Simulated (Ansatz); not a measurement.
A relaxation of cell and atoms of Ga₄SbN₃ as one 8-atom ordering (R3m) on the zincblende lattice with the plane-wave code Ansatz, at the level PBE. The start is a rough guess from atomic radii.

```yaml
crystal:
  lattice:
    - [1.6424441098, 0.9482655489, 10.7284]
    - [-1.6424441098, 0.9482655489, 10.7284]
    - [0.0, -1.8965310978, 10.7284]
  atoms:
    - { symbol: "N", position: [0.0, 0.0, 0.0] }
    - { symbol: "N", position: [0.75, 0.75, 0.75] }
    - { symbol: "N", position: [0.5, 0.5, 0.5] }
    - { symbol: Sb, position: [0.25, 0.25, 0.25] }
    - { symbol: Ga, position: [0.6875, 0.6875, 0.6875] }
    - { symbol: Ga, position: [0.4375, 0.4375, 0.4375] }
    - { symbol: Ga, position: [0.1875, 0.1875, 0.1875] }
    - { symbol: Ga, position: [0.9375, 0.9375, 0.9375] }
kpoints:
  mp_grid: { grid: [8, 8, 8] }
hamiltonian:
  xc: pbe
scf:
  occupations: { method: fermi_dirac, width: 0.02 }
relax:
  f_tol: 0.005
  cell: {}
```

Of the 25 recorded frames of the trajectory, 18 are shown, each with positions in Å and forces in eV/Å. The last, and any step after a large change of cell, is solved on a basis re-selected at its cell; pressure is positive in compression.

Step 1: energy 0.0 meV/atom from step 1, largest force component 13.883 eV/Å, pressure +62.49 GPa
```xyz
8
Lattice="1.6424 0.9483 10.7284 -1.6424 0.9483 10.7284 0.0000 -1.8965 10.7284" Properties=species:S:1:pos:R:3:forces:R:3 pbc="T T T"
N     0.0000    0.0000    0.0000    0.0000    0.0000    0.7211
N     0.0000    0.0000   24.1389    0.0000    0.0000   -0.0311
N     0.0000    0.0000   16.0926    0.0000    0.0000   -0.9811
Sb    0.0000    0.0000    8.0463    0.0000    0.0000    0.3847
Ga    0.0000    0.0000   22.1273    0.0000    0.0000    0.3179
Ga    0.0000    0.0000   14.0810    0.0000    0.0000   -0.0739
Ga    0.0000    0.0000    6.0347    0.0000    0.0000  -13.8829
Ga    0.0000    0.0000   30.1736    0.0000    0.0000   13.5453
```

Step 2: energy -793.3 meV/atom from step 1, largest force component 8.311 eV/Å, pressure +29.12 GPa
```xyz
8
Lattice="1.6896 0.9755 11.0082 -1.6896 0.9755 11.0082 0.0000 -1.9510 11.0082" Properties=species:S:1:pos:R:3:forces:R:3 pbc="T T T"
N     0.0000    0.0000    0.0635    0.0000    0.0000    1.1071
N     0.0000    0.0000   24.7706    0.0000    0.0000   -0.0469
N     0.0000    0.0000   16.4659    0.0000    0.0000   -1.3573
Sb    0.0000    0.0000    8.2413    0.0000    0.0000   -3.6408
Ga    0.0000    0.0000   22.7182    0.0000    0.0000    0.7628
Ga    0.0000    0.0000   14.4343    0.0000    0.0000   -0.4865
Ga    0.0000    0.0000    5.9922    0.0000    0.0000   -4.6497
Ga    0.0000    0.0000   31.1569    0.0000    0.0000    8.3113
```

Step 3: energy -1158.1 meV/atom from step 1, largest force component 2.939 eV/Å, pressure +11.74 GPa
```xyz
8
Lattice="1.7078 0.9860 11.3601 -1.7078 0.9860 11.3601 0.0000 -1.9720 11.3601" Properties=species:S:1:pos:R:3:forces:R:3 pbc="T T T"
N     0.0000    0.0000    0.1487    0.0000    0.0000    1.4912
N     0.0000    0.0000   25.5601    0.0000    0.0000   -0.1285
N     0.0000    0.0000   16.9138    0.0000    0.0000   -1.3495
Sb    0.0000    0.0000    8.4075    0.0000    0.0000   -0.9490
Ga    0.0000    0.0000   23.4977    0.0000    0.0000    0.8921
Ga    0.0000    0.0000   14.8678    0.0000    0.0000   -0.4608
Ga    0.0000    0.0000    6.0469    0.0000    0.0000   -2.4346
Ga    0.0000    0.0000   32.3590    0.0000    0.0000    2.9391
```

Step 4: energy -1316.2 meV/atom from step 1, largest force component 1.491 eV/Å, pressure +2.83 GPa
```xyz
8
Lattice="1.6988 0.9808 11.7808 -1.6988 0.9808 11.7808 0.0000 -1.9616 11.7808" Properties=species:S:1:pos:R:3:forces:R:3 pbc="T T T"
N     0.0000    0.0000    0.2888    0.0000    0.0000    1.4911
N     0.0000    0.0000   26.4946    0.0000    0.0000   -0.1643
N     0.0000    0.0000   17.3735    0.0000    0.0000   -0.6984
Sb    0.0000    0.0000    8.6465    0.0000    0.0000   -0.1360
Ga    0.0000    0.0000   24.4850    0.0000    0.0000    0.4390
Ga    0.0000    0.0000   15.3434    0.0000    0.0000   -0.0672
Ga    0.0000    0.0000    6.1305    0.0000    0.0000   -1.1203
Ga    0.0000    0.0000   33.7721    0.0000    0.0000    0.2565
```

Step 5: energy -1403.6 meV/atom from step 1, largest force component 1.141 eV/Å, pressure +4.09 GPa
```xyz
8
Lattice="1.6389 0.9462 12.3173 -1.6389 0.9462 12.3173 0.0000 -1.8925 12.3173" Properties=species:S:1:pos:R:3:forces:R:3 pbc="T T T"
N     0.0000    0.0000    0.4160    0.0000    0.0000    1.1412
N     0.0000    0.0000   27.6808    0.0000    0.0000    0.0587
N     0.0000    0.0000   18.0166    0.0000    0.0000   -0.4901
Sb    0.0000    0.0000    8.9845    0.0000    0.0000   -1.0113
Ga    0.0000    0.0000   25.6997    0.0000    0.0000    0.0790
Ga    0.0000    0.0000   16.0120    0.0000    0.0000   -0.0926
Ga    0.0000    0.0000    6.2958    0.0000    0.0000   -0.1009
Ga    0.0000    0.0000   35.4637    0.0000    0.0000    0.4157
```

Step 6: energy -1470.6 meV/atom from step 1, largest force component 0.883 eV/Å, pressure -0.96 GPa
```xyz
8
Lattice="1.6303 0.9412 12.8537 -1.6303 0.9412 12.8537 0.0000 -1.8825 12.8537" Properties=species:S:1:pos:R:3:forces:R:3 pbc="T T T"
N     0.0000    0.0000    0.5848    0.0000    0.0000    0.7141
N     0.0000    0.0000   28.9029    0.0000    0.0000   -0.0166
N     0.0000    0.0000   18.6722    0.0000    0.0000   -0.3875
Sb    0.0000    0.0000    9.1888    0.0000    0.0000   -0.8835
Ga    0.0000    0.0000   26.9251    0.0000    0.0000    0.1363
Ga    0.0000    0.0000   16.6900    0.0000    0.0000   -0.0344
Ga    0.0000    0.0000    6.4521    0.0000    0.0000   -0.0052
Ga    0.0000    0.0000   37.1881    0.0000    0.0000    0.4768
```

Step 7: energy -1505.3 meV/atom from step 1, largest force component 0.404 eV/Å, pressure +0.98 GPa
```xyz
8
Lattice="1.5931 0.9198 13.3770 -1.5931 0.9198 13.3770 0.0000 -1.8395 13.3770" Properties=species:S:1:pos:R:3:forces:R:3 pbc="T T T"
N     0.0000    0.0000    0.7834    0.0000    0.0000   -0.2094
N     0.0000    0.0000   30.0882    0.0000    0.0000    0.0400
N     0.0000    0.0000   19.2751    0.0000    0.0000    0.4039
Sb    0.0000    0.0000    9.3570    0.0000    0.0000   -0.3991
Ga    0.0000    0.0000   28.1434    0.0000    0.0000    0.1343
Ga    0.0000    0.0000   17.3478    0.0000    0.0000   -0.2577
Ga    0.0000    0.0000    6.5743    0.0000    0.0000    0.3666
Ga    0.0000    0.0000   38.9221    0.0000    0.0000   -0.0785
```

Step 8: energy -1511.2 meV/atom from step 1, largest force component 0.259 eV/Å, pressure -0.17 GPa
```xyz
8
Lattice="1.6081 0.9284 13.2230 -1.6081 0.9284 13.2230 0.0000 -1.8568 13.2230" Properties=species:S:1:pos:R:3:forces:R:3 pbc="T T T"
N     0.0000    0.0000    0.7445    0.0000    0.0000    0.0371
N     0.0000    0.0000   29.7466    0.0000    0.0000    0.0925
N     0.0000    0.0000   19.1003    0.0000    0.0000   -0.0227
Sb    0.0000    0.0000    9.2587    0.0000    0.0000   -0.2593
Ga    0.0000    0.0000   27.8018    0.0000    0.0000   -0.0498
Ga    0.0000    0.0000   17.1509    0.0000    0.0000   -0.0031
Ga    0.0000    0.0000    6.5307    0.0000    0.0000    0.1879
Ga    0.0000    0.0000   38.4248    0.0000    0.0000    0.0177
```

Step 9: energy -1511.7 meV/atom from step 1, largest force component 0.161 eV/Å, pressure -0.07 GPa
```xyz
8
Lattice="1.6072 0.9279 13.2353 -1.6072 0.9279 13.2353 0.0000 -1.8559 13.2353" Properties=species:S:1:pos:R:3:forces:R:3 pbc="T T T"
N     0.0000    0.0000    0.7512    0.0000    0.0000   -0.0061
N     0.0000    0.0000   29.7864    0.0000    0.0000   -0.1234
N     0.0000    0.0000   19.1122    0.0000    0.0000    0.1612
Sb    0.0000    0.0000    9.2328    0.0000    0.0000   -0.0049
Ga    0.0000    0.0000   27.8344    0.0000    0.0000    0.0459
Ga    0.0000    0.0000   17.1695    0.0000    0.0000    0.0397
Ga    0.0000    0.0000    6.5449    0.0000    0.0000   -0.1108
Ga    0.0000    0.0000   38.4654    0.0000    0.0000   -0.0015
```

Step 17: energy -1569.2 meV/atom from step 1, largest force component 0.079 eV/Å, pressure -0.25 GPa
```xyz
8
Lattice="1.6053 0.9268 14.1075 -1.6053 0.9268 14.1075 0.0000 -1.8536 14.1075" Properties=species:S:1:pos:R:3:forces:R:3 pbc="T T T"
N     0.0000    0.0000    0.9302    0.0000    0.0000    0.0154
N     0.0000    0.0000   31.7589    0.0000    0.0000    0.0086
N     0.0000    0.0000   20.2737    0.0000    0.0000   -0.0269
Sb    0.0000    0.0000    9.5711    0.0000    0.0000    0.0786
Ga    0.0000    0.0000   29.7876    0.0000    0.0000   -0.0056
Ga    0.0000    0.0000   18.3047    0.0000    0.0000    0.0046
Ga    0.0000    0.0000    6.8477    0.0000    0.0000   -0.0446
Ga    0.0000    0.0000   41.2353    0.0000    0.0000   -0.0301
```

Step 18: energy -1569.6 meV/atom from step 1, largest force component 0.079 eV/Å, pressure +0.03 GPa
```xyz
8
Lattice="1.6008 0.9242 14.1175 -1.6008 0.9242 14.1175 0.0000 -1.8484 14.1175" Properties=species:S:1:pos:R:3:forces:R:3 pbc="T T T"
N     0.0000    0.0000    0.9229    0.0000    0.0000   -0.0002
N     0.0000    0.0000   31.7784    0.0000    0.0000    0.0485
N     0.0000    0.0000   20.2900    0.0000    0.0000   -0.0326
Sb    0.0000    0.0000    9.6005    0.0000    0.0000   -0.0384
Ga    0.0000    0.0000   29.8059    0.0000    0.0000   -0.0455
Ga    0.0000    0.0000   18.3202    0.0000    0.0000   -0.0537
Ga    0.0000    0.0000    6.8535    0.0000    0.0000    0.0789
Ga    0.0000    0.0000   41.2509    0.0000    0.0000    0.0428
```

Step 19: energy -1569.6 meV/atom from step 1, largest force component 0.033 eV/Å, pressure 0.00 GPa
```xyz
8
Lattice="1.6019 0.9249 14.1083 -1.6019 0.9249 14.1083 0.0000 -1.8497 14.1083" Properties=species:S:1:pos:R:3:forces:R:3 pbc="T T T"
N     0.0000    0.0000    0.9247    0.0000    0.0000   -0.0034
N     0.0000    0.0000   31.7596    0.0000    0.0000   -0.0330
N     0.0000    0.0000   20.2739    0.0000    0.0000    0.0246
Sb    0.0000    0.0000    9.5897    0.0000    0.0000    0.0039
Ga    0.0000    0.0000   29.7848    0.0000    0.0000    0.0239
Ga    0.0000    0.0000   18.3046    0.0000    0.0000    0.0149
Ga    0.0000    0.0000    6.8520    0.0000    0.0000   -0.0257
Ga    0.0000    0.0000   41.2292    0.0000    0.0000   -0.0052
```

Step 20: energy -1569.6 meV/atom from step 1, largest force component 0.007 eV/Å, pressure 0.00 GPa
```xyz
8
Lattice="1.6019 0.9248 14.1116 -1.6019 0.9248 14.1116 0.0000 -1.8497 14.1116" Properties=species:S:1:pos:R:3:forces:R:3 pbc="T T T"
N     0.0000    0.0000    0.9250    0.0000    0.0000    0.0033
N     0.0000    0.0000   31.7660    0.0000    0.0000   -0.0002
N     0.0000    0.0000   20.2794    0.0000    0.0000   -0.0046
Sb    0.0000    0.0000    9.5912    0.0000    0.0000   -0.0024
Ga    0.0000    0.0000   29.7927    0.0000    0.0000   -0.0015
Ga    0.0000    0.0000   18.3096    0.0000    0.0000   -0.0001
Ga    0.0000    0.0000    6.8521    0.0000    0.0000    0.0066
Ga    0.0000    0.0000   41.2392    0.0000    0.0000   -0.0010
```

Step 21: energy -1569.6 meV/atom from step 1, largest force component 0.001 eV/Å, pressure 0.00 GPa
```xyz
8
Lattice="1.6019 0.9248 14.1121 -1.6019 0.9248 14.1121 0.0000 -1.8497 14.1121" Properties=species:S:1:pos:R:3:forces:R:3 pbc="T T T"
N     0.0000    0.0000    0.9254    0.0000    0.0000   -0.0010
N     0.0000    0.0000   31.7672    0.0000    0.0000   -0.0001
N     0.0000    0.0000   20.2800    0.0000    0.0000    0.0003
Sb    0.0000    0.0000    9.5912    0.0000    0.0000   -0.0001
Ga    0.0000    0.0000   29.7939    0.0000    0.0000    0.0006
Ga    0.0000    0.0000   18.3102    0.0000    0.0000   -0.0001
Ga    0.0000    0.0000    6.8525    0.0000    0.0000   -0.0003
Ga    0.0000    0.0000   41.2409    0.0000    0.0000    0.0008
```

Step 22: energy -1572.5 meV/atom from step 1, largest force component 0.008 eV/Å, pressure +0.07 GPa
```xyz
8
Lattice="1.6019 0.9248 14.1121 -1.6019 0.9248 14.1121 0.0000 -1.8497 14.1121" Properties=species:S:1:pos:R:3:forces:R:3 pbc="T T T"
N     0.0000    0.0000    0.9254    0.0000    0.0000    0.0042
N     0.0000    0.0000   31.7672    0.0000    0.0000    0.0071
N     0.0000    0.0000   20.2800    0.0000    0.0000    0.0064
Sb    0.0000    0.0000    9.5912    0.0000    0.0000    0.0010
Ga    0.0000    0.0000   29.7939    0.0000    0.0000   -0.0061
Ga    0.0000    0.0000   18.3102    0.0000    0.0000   -0.0076
Ga    0.0000    0.0000    6.8525    0.0000    0.0000   -0.0032
Ga    0.0000    0.0000   41.2409    0.0000    0.0000   -0.0017
```

Step 23: energy -1572.4 meV/atom from step 1, largest force component 0.006 eV/Å, pressure -0.01 GPa
```xyz
8
Lattice="1.6011 0.9244 14.2087 -1.6011 0.9244 14.2087 0.0000 -1.8488 14.2087" Properties=species:S:1:pos:R:3:forces:R:3 pbc="T T T"
N     0.0000    0.0000    0.9491    0.0000    0.0000   -0.0002
N     0.0000    0.0000   31.9869    0.0000    0.0000   -0.0057
N     0.0000    0.0000   20.4052    0.0000    0.0000    0.0035
Sb    0.0000    0.0000    9.6232    0.0000    0.0000   -0.0056
Ga    0.0000    0.0000   30.0124    0.0000    0.0000    0.0013
Ga    0.0000    0.0000   18.4346    0.0000    0.0000    0.0020
Ga    0.0000    0.0000    6.8828    0.0000    0.0000    0.0014
Ga    0.0000    0.0000   41.5538    0.0000    0.0000    0.0035
```

Step 24: energy -1572.4 meV/atom from step 1, largest force component 0.003 eV/Å, pressure 0.00 GPa
```xyz
8
Lattice="1.6009 0.9243 14.2247 -1.6009 0.9243 14.2247 0.0000 -1.8486 14.2247" Properties=species:S:1:pos:R:3:forces:R:3 pbc="T T T"
N     0.0000    0.0000    0.9534    0.0000    0.0000   -0.0004
N     0.0000    0.0000   32.0230    0.0000    0.0000   -0.0021
N     0.0000    0.0000   20.4259    0.0000    0.0000   -0.0020
Sb    0.0000    0.0000    9.6270    0.0000    0.0000   -0.0007
Ga    0.0000    0.0000   30.0487    0.0000    0.0000    0.0010
Ga    0.0000    0.0000   18.4553    0.0000    0.0000    0.0027
Ga    0.0000    0.0000    6.8877    0.0000    0.0000    0.0013
Ga    0.0000    0.0000   41.6063    0.0000    0.0000    0.0003
```

Step 25: energy -1572.6 meV/atom from step 1, largest force component 0.002 eV/Å, pressure 0.00 GPa
```xyz
8
Lattice="1.6009 0.9243 14.2247 -1.6009 0.9243 14.2247 0.0000 -1.8486 14.2247" Properties=species:S:1:pos:R:3:forces:R:3 pbc="T T T"
N     0.0000    0.0000    0.9534    0.0000    0.0000   -0.0002
N     0.0000    0.0000   32.0230    0.0000    0.0000   -0.0019
N     0.0000    0.0000   20.4259    0.0000    0.0000   -0.0019
Sb    0.0000    0.0000    9.6270    0.0000    0.0000   -0.0006
Ga    0.0000    0.0000   30.0487    0.0000    0.0000    0.0007
Ga    0.0000    0.0000   18.4553    0.0000    0.0000    0.0024
Ga    0.0000    0.0000    6.8877    0.0000    0.0000    0.0012
Ga    0.0000    0.0000   41.6063    0.0000    0.0000    0.0003
```

The walk took 22 steps, besides SCFs solved again on a fresh basis, and changed the volume by +26.0 %. The last SCF, on a fresh basis, lies 1573 meV an atom below the first. At the end: the symmetry is R3m (No. 160, trigonal); a = 3.202 Å, c = 42.674 Å in the conventional setting, 15.79 Å³ an atom. N has 4 Ga at 1.96–2.02 Å; N has 4 Ga at 1.96–1.97 Å; N has 4 Ga at 1.97 Å; Sb has 1 Ga at 2.74 Å and 6 Sb at 3.20 Å; Ga has 4 N at 1.96–1.97 Å; Ga has 3 N at 1.97 Å and 1 Sb at 2.74 Å; Ga has 1 N at 2.02 Å.

Run as `ansatz run input.yaml --threads 4 --pin off --max-ram 6451MiB --backend cpu --events-out ev --progress --plain --runs-dir out`. It took 66 s on 4 threads of AMD EPYC 9R45 96-Core Processor (Zen 5), on a shared host, load about 0.4 per core; peak host memory 0.7 GiB.

Computed, not measured; no magnetism was allowed, and whether the structure is a known phase isn't checked.
